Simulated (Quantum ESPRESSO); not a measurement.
## SiAsF3O3 (finding a planted mistake in a log)

Computed values, not a measurement. The program is pw.x of Quantum ESPRESSO 7.5 (plane-wave density functional theory). The cell is made up: 8 atoms on a quartz lattice with one site empty, with randomly drawn elements, strain and displacements, not relaxed. PseudoDojo standard norm-conserving files (v0.5 for PBE, v0.4.1 for LDA and PBEsol) set the functional; there is no spin polarisation, spin-orbit coupling or dispersion term, and the masses in the input are unused placeholders.

Intended input:

```
&control calculation='scf', pseudo_dir='./dojo.nc.sr.pbe.v0_5.standard.upf', outdir='./o', disk_io='low', tprnfor=.true., tstress=.true. /
&system ibrav=0, nat=8, ntyp=4, nbnd=35, ecutwfc=84.00895049, nosym=.true., tot_charge=0,
 occupations='smearing', smearing='fd', degauss=0.0018374661
/
&electrons conv_thr=7.350e-09, electron_maxstep=60, /
ATOMIC_SPECIES
As 1.0 As.upf
F 1.0 F.upf
O 1.0 O.upf
Si 1.0 Si.upf
CELL_PARAMETERS angstrom
5.1954 0.0627 0.0525
-2.5433 4.3883 -0.0389
0.0577 -0.016 5.6865
ATOMIC_POSITIONS angstrom
Si 2.4967 0.0557 3.7855
As -1.1611 2.0702 1.8463
F 1.4879 1.1578 4.4898
F 3.4533 0.716 2.6026
O 2.9216 2.5893 0.7262
O 0.3115 1.8031 1.1497
F -1.0622 3.1937 3.0904
O 0.9813 3.7175 5.0148
K_POINTS automatic
5 5 4 1 1 1
```

The log is shortened where brackets say so; the opening notice, blank lines, dates and the lines on written files are dropped, and the path of the files is cut. It prints rydbergs, bohrs and kilobars, and counts compression as positive stress. Where no state is partly filled, the Fermi energy that it prints is only some level between the filled and the empty states on the mesh, and need not lie in the true gap.

Log of the intended run:

```
     Program PWSCF v.7.5
     Parallel version (MPI & OpenMP), running on       4 processor cores
     Number of MPI processes:                 4
     Threads/MPI process:                     1
     [start-up lines left out]
     bravais-lattice index     =            0
     lattice parameter (alat)  =       9.8191  a.u.
     unit-cell volume          =     880.9183 (a.u.)^3
     number of atoms/cell      =            8
     number of atomic types    =            4
     number of electrons       =        58.00
     number of Kohn-Sham states=           35
     kinetic-energy cutoff     =      84.0090  Ry
     charge density cutoff     =     336.0358  Ry
     scf convergence threshold =      7.3E-09
     mixing beta               =       0.7000
     number of iterations used =            8  plain     mixing
     Exchange-correlation= PBE
                           (   1   4   3   4   0   0   0)
     [axes and pseudopotential details left out]
   Cartesian axes
     site n.     atom                  positions (alat units)
         1        Si     tau(   1) = (   0.4805002   0.0107197   0.7285351  )
         2        As     tau(   2) = (  -0.2234585   0.3984185   0.3553280  )
         3        F      tau(   3) = (   0.2863525   0.2228234   0.8640805  )
         4        F      tau(   4) = (   0.6646018   0.1377972   0.5008811  )
         5        O      tau(   5) = (   0.5622740   0.4983215   0.1397602  )
         6        O      tau(   6) = (   0.0599495   0.3470140   0.2212645  )
         7        F      tau(   7) = (  -0.2044248   0.6146407   0.5947602  )
         8        O      tau(   8) = (   0.1888552   0.7154482   0.9651189  )
     number of k points=    50  Fermi-Dirac smearing, width (Ry)=  0.0018
                       cart. coord. in units 2pi/alat
        k(    1) = (   0.0967453   0.1754850   0.1137309), wk =   0.0400000
        k(    2) = (   0.0944284   0.1761674   0.3421941), wk =   0.0400000
     [further k points left out]
     Dense  grid:    91607 G-vectors     FFT dimensions: (  60,  60,  64)
     Estimated max dynamical RAM per process >     198.50 MB
     Estimated total dynamical RAM >     726.91 MB
     Initial potential from superposition of free atoms
     starting charge      57.9991, renormalised to      58.0000
     Starting wfcs are   37 randomized atomic wfcs
     total cpu time spent up to now is        2.7 secs
     per-process dynamical memory:   152.5 Mb
     Self-consistent Calculation
     iteration #  1     ecut=    84.01 Ry     beta= 0.70
     Davidson diagonalization with overlap
     ethr =  1.00E-02,  avg # of iterations =  3.0
     total cpu time spent up to now is        7.1 secs
     total energy              =    -465.71978083 Ry
     estimated scf accuracy    <       3.00561154 Ry
     iteration #  2     ecut=    84.01 Ry     beta= 0.70
     Davidson diagonalization with overlap
     ethr =  5.18E-03,  avg # of iterations =  4.0
     total cpu time spent up to now is       11.4 secs
     total energy              =    -463.55210964 Ry
     estimated scf accuracy    <      22.62719879 Ry
     [iterations 3 to 12 left out]
     iteration # 13     ecut=    84.01 Ry     beta= 0.70
     Davidson diagonalization with overlap
     ethr =  8.20E-11,  avg # of iterations =  3.7
     total cpu time spent up to now is       52.2 secs
     total energy              =    -467.32969505 Ry
     estimated scf accuracy    <          9.0E-09 Ry
     iteration # 14     ecut=    84.01 Ry     beta= 0.70
     Davidson diagonalization with overlap
     ethr =  1.55E-11,  avg # of iterations =  2.0
     total cpu time spent up to now is       55.9 secs
     End of self-consistent calculation
     [lines on levels left out]
     the Fermi energy is     2.7035 ev
!    total energy              =    -467.32969505 Ry
     estimated scf accuracy    <          1.2E-09 Ry
     smearing contrib. (-TS)   =      -0.00000001 Ry
     internal energy E=F+TS    =    -467.32969504 Ry
     The total energy is F=E-TS. E is the sum of the following terms:
     one-electron contribution =    -349.05398706 Ry
     hartree contribution      =     198.38037709 Ry
     xc contribution           =    -108.66319649 Ry
     ewald contribution        =    -207.99288859 Ry
     convergence has been achieved in  14 iterations
     Forces acting on atoms (cartesian axes, Ry/au):
     atom    1 type  4   force =     0.09189981   -0.06574898    0.40186010
     atom    2 type  1   force =     0.07538952    0.07718949   -0.51662757
     atom    3 type  2   force =     0.03910049   -0.05938703   -0.09935549
     atom    4 type  2   force =    -0.07246408   -0.18400085    0.06518997
     atom    5 type  3   force =     0.02164291   -0.00465716    0.09677885
     atom    6 type  3   force =    -0.00541794   -0.01380017    0.09158535
     atom    7 type  2   force =    -0.01920765    0.14784546    0.16466357
     atom    8 type  3   force =    -0.13094308    0.10255924   -0.20409479
     Total force =     0.805118     Total SCF correction =     0.000055
     Computing stress (Cartesian axis) and pressure
          total   stress  (Ry/bohr**3)                   (kbar)     P=       51.60
  -0.00001039   0.00079064  -0.00043513           -1.53      116.31      -64.01
   0.00079064   0.00110994   0.00017676          116.31      163.28       26.00
  -0.00043513   0.00017676  -0.00004725          -64.01       26.00       -6.95
     init_run     :      2.47s CPU      2.58s WALL (       1 calls)
     electrons    :     53.03s CPU     53.23s WALL (       1 calls)
     forces       :      0.75s CPU      0.76s WALL (       1 calls)
     stress       :      2.44s CPU      2.45s WALL (       1 calls)
     [timing details left out]
     PWSCF        :     58.79s CPU     59.14s WALL
     JOB DONE.
```

A second run was made from an input with one planted mistake. Its log:

```
     Program PWSCF v.7.5
     Parallel version (MPI & OpenMP), running on       4 processor cores
     Number of MPI processes:                 4
     Threads/MPI process:                     1
     [start-up lines left out]
     bravais-lattice index     =            0
     lattice parameter (alat)  =       9.8191  a.u.
     unit-cell volume          =     880.9183 (a.u.)^3
     number of atoms/cell      =            8
     number of atomic types    =            4
     number of electrons       =        58.00
     number of Kohn-Sham states=           35
     kinetic-energy cutoff     =      84.0090  Ry
     charge density cutoff     =     336.0358  Ry
     scf convergence threshold =      7.3E-09
     mixing beta               =       0.7000
     number of iterations used =            8  plain     mixing
     Exchange-correlation= PBE
                           (   1   4   3   4   0   0   0)
     [axes and pseudopotential details left out]
   Cartesian axes
     site n.     atom                  positions (alat units)
         1        Si     tau(   1) = (   0.4805002   0.0107197   0.7285351  )
         2        As     tau(   2) = (  -0.2234585   0.3984185   0.3553280  )
         3        O      tau(   3) = (   0.2863525   0.2228234   0.8640805  )
         4        F      tau(   4) = (   0.6646018   0.1377972   0.5008811  )
         5        O      tau(   5) = (   0.5622740   0.4983215   0.1397602  )
         6        O      tau(   6) = (   0.0599495   0.3470140   0.2212645  )
         7        F      tau(   7) = (  -0.2044248   0.6146407   0.5947602  )
         8        F      tau(   8) = (   0.1888552   0.7154482   0.9651189  )
     number of k points=    50  Fermi-Dirac smearing, width (Ry)=  0.0018
                       cart. coord. in units 2pi/alat
        k(    1) = (   0.0967453   0.1754850   0.1137309), wk =   0.0400000
        k(    2) = (   0.0944284   0.1761674   0.3421941), wk =   0.0400000
     [further k points left out]
     Dense  grid:    91607 G-vectors     FFT dimensions: (  60,  60,  64)
     Estimated max dynamical RAM per process >     198.50 MB
     Estimated total dynamical RAM >     726.91 MB
     Initial potential from superposition of free atoms
     starting charge      57.9991, renormalised to      58.0000
     Starting wfcs are   37 randomized atomic wfcs
     total cpu time spent up to now is        2.5 secs
     per-process dynamical memory:   150.9 Mb
     Self-consistent Calculation
     iteration #  1     ecut=    84.01 Ry     beta= 0.70
     Davidson diagonalization with overlap
     ethr =  1.00E-02,  avg # of iterations =  3.0
     total cpu time spent up to now is        6.8 secs
     total energy              =    -465.81674304 Ry
     estimated scf accuracy    <       2.93803122 Ry
     iteration #  2     ecut=    84.01 Ry     beta= 0.70
     Davidson diagonalization with overlap
     ethr =  5.07E-03,  avg # of iterations =  3.9
     total cpu time spent up to now is       10.8 secs
     total energy              =    -464.04765370 Ry
     estimated scf accuracy    <      18.83078719 Ry
     [iterations 3 to 12 left out]
     iteration # 13     ecut=    84.01 Ry     beta= 0.70
     Davidson diagonalization with overlap
     ethr =  1.21E-10,  avg # of iterations =  2.0
     total cpu time spent up to now is       49.3 secs
     total energy              =    -467.36498002 Ry
     estimated scf accuracy    <       0.00000001 Ry
     iteration # 14     ecut=    84.01 Ry     beta= 0.70
     Davidson diagonalization with overlap
     ethr =  2.10E-11,  avg # of iterations =  2.0
     total cpu time spent up to now is       52.7 secs
     End of self-consistent calculation
     [lines on levels left out]
     the Fermi energy is     2.4795 ev
!    total energy              =    -467.36498002 Ry
     estimated scf accuracy    <          5.6E-10 Ry
     smearing contrib. (-TS)   =      -0.00000000 Ry
     internal energy E=F+TS    =    -467.36498002 Ry
     The total energy is F=E-TS. E is the sum of the following terms:
     one-electron contribution =    -348.74772682 Ry
     hartree contribution      =     198.32356278 Ry
     xc contribution           =    -108.69281656 Ry
     ewald contribution        =    -208.24799941 Ry
     convergence has been achieved in  14 iterations
     Forces acting on atoms (cartesian axes, Ry/au):
     atom    1 type  4   force =    -0.07961554    0.09264656    0.35210125
     atom    2 type  1   force =     0.07553243    0.07639912   -0.50056869
     atom    3 type  3   force =     0.09857277   -0.11502906   -0.12200083
     atom    4 type  2   force =    -0.03804242   -0.21747172    0.07043504
     atom    5 type  3   force =     0.02192654   -0.00812694    0.09821227
     atom    6 type  3   force =    -0.00963385   -0.01126715    0.08480403
     atom    7 type  2   force =     0.00900383    0.12250411    0.17126699
     atom    8 type  2   force =    -0.07774375    0.06034507   -0.15425007
     Total force =     0.766842     Total SCF correction =     0.000069
     Computing stress (Cartesian axis) and pressure
          total   stress  (Ry/bohr**3)                   (kbar)     P=       48.69
  -0.00008348   0.00081637  -0.00032667          -12.28      120.09      -48.05
   0.00081637   0.00099866   0.00014855          120.09      146.91       21.85
  -0.00032667   0.00014855   0.00007779          -48.05       21.85       11.44
     init_run     :      2.35s CPU      2.43s WALL (       1 calls)
     electrons    :     50.12s CPU     50.26s WALL (       1 calls)
     forces       :      0.70s CPU      0.70s WALL (       1 calls)
     stress       :      2.30s CPU      2.30s WALL (       1 calls)
     [timing details left out]
     PWSCF        :     55.55s CPU     55.80s WALL
     JOB DONE.
```

Question: what was wrong in the second input?

Answer: two atoms have their elements exchanged. The input lines that differ, file-writing options aside:

```
- F 1.4879 1.1578 4.4898
+ O 1.4879 1.1578 4.4898
- O 0.9813 3.7175 5.0148
+ F 0.9813 3.7175 5.0148
```

```
                                            intended run  run with the mistake
                          free energy (eV)     -6358.344             -6358.824
                    smearing term -TS (eV)        0.0000                0.0000
                            pressure (GPa)          5.16                  4.87
            largest force component (eV/Å)        13.283                12.870
largest change of a force component (eV/Å)                               4.410
                                iterations            14                    14
```

For scale, a rerun of the intended cell at 1437 eV and a 7 x 7 x 6 mesh moved values by no more than 0.004 eV in energy, 0.02 GPa in stress and 0.002 eV/Å in force.